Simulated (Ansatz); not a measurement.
**Hg4Pt: do energies and stresses tell the same story?**

Computed with Ansatz, DFT PBEsol, scalar-relativistic, plane waves, PAW.

Settings: cutoff 420 eV, Γ-centred mesh 8×8×8 on the computed 5-atom cell, Gaussian smearing of 0.10 eV; no spin polarisation.

Relaxed cell: Im-3m, a = 6.229 Å, b = 6.229 Å, c = 6.229 Å, α = 90.00°, β = 90.00°, γ = 90.00°, 5 atoms in the primitive cell. Whether it is the stable form of this composition wasn't checked.

Energies at zero smearing and pressures from the stress tensor, at volumes with shape and atoms relaxed:
```csv
V (Å³/atom),E − E(first) (meV/atom),P (GPa)
22.717,0.00,6.06
23.442,-19.60,2.72
24.167,-25.50,-0.01
24.892,-20.26,-2.23
25.617,-5.96,-4.02
```

Check P = −dE/dV between neighbouring volumes, and get the bulk modulus from the pressures alone.

With 1 eV/Å³ = 160.2 GPa:
```json
{"middle V (Å³/atom)": "23.080", "−ΔE/ΔV (GPa)": "4.331", "mean P (GPa)": "4.389"}
{"middle V (Å³/atom)": "23.805", "−ΔE/ΔV (GPa)": "1.305", "mean P (GPa)": "1.354"}
{"middle V (Å³/atom)": "24.530", "−ΔE/ΔV (GPa)": "-1.159", "mean P (GPa)": "-1.119"}
{"middle V (Å³/atom)": "25.255", "−ΔE/ΔV (GPa)": "-3.159", "mean P (GPa)": "-3.127"}
```

The two differ by 0.06 GPa at most. The mean of two end pressures misses the average over a step by about ΔV² P″/12, up to 0.06 GPa here; with that taken off 0.00 GPa remains. Around V = 24.167 Å³/atom, the two neighbours give B = −V ΔP/ΔV = 24.167 × 4.95 / 1.450 = 82.4 GPa, against B0 = 81.9 GPa from the Birch–Murnaghan fit of the energies.

Spin–orbit coupling is left out, which can shift energies with elements as heavy as these.

Cost: 6 runs of about 2.6 core-minutes in all, on Arm Neoverse V2 (shared hosts).